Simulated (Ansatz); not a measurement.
BW2 in space group I4/mcm (No. 140; B on 4a, W on 8h) at seven volumes, DFT-r²SCAN in the program Ansatz with PAW potentials, shape and atoms relaxed at each. One row is withheld.

```csv
V (Å³/atom),P (GPa)
11.157,39.62
11.525,24.32
11.893,?
12.261,0.00
12.629,-9.66
12.996,-17.91
13.364,-24.97
```

Fit the shown pressures and predict the withheld one.

Third-order Birch–Murnaghan: P = (3/2)B₀(x^(7/2) − x^(5/2))[1 + (3/4)(B′ − 4)(x − 1)] with x = (V₀/V)^(2/3). Least squares on the six rows gives V₀ = 12.260 Å³/atom, B₀ = 346.0 GPa, B′ = 4.11. At V = 11.893, x = 1.0205 and P = 11.19 GPa. The run itself gave 11.23 GPa.

The workflow started from an entry of the Crystallography Open Database (COD). Whether it is the stable phase at ambient conditions was not checked. Symmetry was held in the r²SCAN relaxation; whether a distortion lowers the energy is not shown. No spin polarisation was allowed. Spin–orbit coupling is left out wherever it is not named.

Potentials: the later of the program's two PAW sets.
